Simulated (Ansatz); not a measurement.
Input:

Relaxed AlN (wurtzite):

```xyz
4
Lattice="3.1303 0.0000 0.0000 -1.5651 2.7109 0.0000 0.0000 0.0000 5.0180" Properties=species:S:1:pos:R:3 pbc="T T T"
Al     1.5651     0.9036     0.0169
Al     0.0000     1.8073     2.5259
N      1.5651     0.9036     3.1203
N      0.0000     1.8073     0.6113
```

In this cell atom 2 (Al, nearest neighbour N at 1.903 Å; its periodic images, 3.1 Å or more away, move with it) is moved by s along Cartesian [111], unit vector (0.577, 0.577, 0.577); all other atoms and the cell stay fixed.

Calculation: PBE (plane waves to 420 eV, PAW, scalar-relativistic; Ansatz, a first-principles code). k mesh 10×10×6 (Γ-centred), Fermi-Dirac smearing 0.05 eV. The energy includes the smearing's −TS. AlN was relaxed with its symmetry unable to fall. ΔE is measured from the undisplaced structure.

The scan covers s from -0.380 to 0.380 Å in 11 points.

Problem. Is this a single well or a double well?

Solution. A single well with its minimum at or next to zero displacement.

Problem. What is the force constant k = d²E/ds² of this move at s = 0?

Solution. 16.6 eV/Å².

(For displaced atoms, the force is minus the slope of the energy, and its curvature is a force constant, which sets phonon frequencies.)
